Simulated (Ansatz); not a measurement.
BN (h-BN type, space group P6_3/mmc)

```xyz
4
Lattice="2.5005 0.0000 0.0000 -1.2502 2.1655 0.0000 0.0000 0.0000 6.4112" Properties=species:S:1:pos:R:3 pbc="T T T"
B      0.0000     1.4436     1.6028
B      1.2502     0.7218     4.8084
N      0.0000     1.4436     4.8084
N      1.2502     0.7218     1.6028
```

E(V) scan at fixed shape, V₀ the volume above. Symmetry pins the atoms to their sites.

Level of theory: PBEsol-D3(BJ) (plane waves to 420 eV, PAW, scalar-relativistic; Ansatz, an electronic-structure program). k mesh 16×16×6 (Γ-centred), Fermi-Dirac smearing 0.05 eV. Compression counts positive. BN was relaxed with its symmetry unable to fall.

At one point of the scan the stress tensor (GPa) is:

```
   16.5      0.0      0.0
    0.0     16.5      0.0
    0.0      0.0      0.5
```

**Question.** Which point is it?
A) V/V₀ = 0.900
B) V/V₀ = 0.920
C) V/V₀ = 0.960
D) V/V₀ = 0.980

**Answer.** C, V/V₀ = 0.960

(A scan under strain: stresses follow from slopes of the energy per volume, elastic moduli from its curvatures.)
